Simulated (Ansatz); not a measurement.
Problem. Hf (hcp (Mg type), P6_3/mmc) is relaxed with DFT-r²SCAN+D4 in the program Ansatz with PAW potentials. What lattice parameters of the conventional cell result?

Solution. a = 3.194 Å, c = 5.039 Å.

The r²SCAN+D4 relaxation kept the symmetry of its start. The run is not spin-polarised. The pairwise dispersion correction was not fitted to metals. Axis ratios of metals converge slowly with the k-mesh, so a and c are less sure than the volume. Scalar-relativistic: spin–orbit coupling is off unless named, which matters more the heavier the elements.

Potentials: the earlier of the program's two PAW sets.
